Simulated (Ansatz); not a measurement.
**SnGe$_{3}$, first-principles data**

SnGe$_{3}$:
```
SnGe3
1.0
   -2.23883     2.23883     4.31841
    2.23883    -2.23883     4.31841
    2.23883     2.23883    -4.31841
Sn Ge
1 3
Cartesian
  0.00000   0.00000   0.00000
  0.00000   2.23883   2.15920
  2.23883   0.00000   2.15920
  0.00000   0.00000   4.31841
```

Space group I4/mmm (No. 139); conventional cell a = b = 4.478 Å, c = 8.637 Å, α = β = γ = 90.00°.

Method: PBE in the plane-wave PAW code Ansatz. Structure relaxed to zero pressure with the same functional. Other levels are named where they apply.

### Cell and energy

Volume per atom: 21.65 Å³
Density: 6.46 g/cm³
Formation energy from the elements (no fitted shifts): 0.29 eV/atom

### Electronic structure

- Electronic character = metallic (no gap)
- Density of states at the Fermi level = 0.44 states/eV per atom (mean over ±0.08 eV)

### Mechanics

Bulk modulus (Birch–Murnaghan fit): 58.3 GPa
Pressure derivative B′: 4.5

The first step of the workflow began from a Materials Project structure, measured or hypothetical; the Crystallography Open Database copy checked does not list it. Whether it is the stable phase at ambient conditions was not checked. Symmetry was held in the PBE relaxation; its stability against distortions is not shown here. Its formation energy is positive at this level, so the cell may be metastable or incomplete. The references are the lowest solids computed at this level, not always the standard phases. Spin–orbit coupling is left out wherever it is not named.

Potentials: the later of the program's two PAW sets.
